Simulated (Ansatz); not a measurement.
Q: Free-standing sheets of WAs4Ge2, MA2Z4 (prismatic core, outer Z over the empty site)-type layer and MnGe2N4, MA2Z4 (octahedral core, outer Z over the far inner Z)-type layer are relaxed with DFT-PBE in the program Ansatz with PAW potentials. Aligned at the vacuum level, what band offsets and what type of junction result?

A: WAs4Ge2: VBM -4.85, CBM -4.40 eV; MnGe2N4: VBM -6.23, CBM -5.53 eV. Valence offset 1.38 eV (WAs4Ge2 higher), conduction offset 1.13 eV (MnGe2N4 lower): type III (broken gap).

Mismatch of the primitive lattice constants: 3.693 against 3.044 Å, 21.3 %.

Natural alignment of Kohn–Sham levels: no interface dipole, strain or quasiparticle shift.

Spin orders computed, not proven ground states: MnGe2N4, MA2Z4 (octahedral core, outer Z over the far inner Z)-type layer ferromagnetic. All cells were relaxed under the symmetry of their starts (and spin orders); stability against distortions was not tested throughout. Rows with no word on spin ran without spin polarisation. Spin–orbit coupling is left out wherever it is not named. Constructed layers (a layer type filled with these elements): WAs4Ge2, MA2Z4 (prismatic core, outer Z over the empty site)-type layer; MnGe2N4, MA2Z4 (octahedral core, outer Z over the far inner Z)-type layer.

Potentials: the later of the program's two PAW sets.
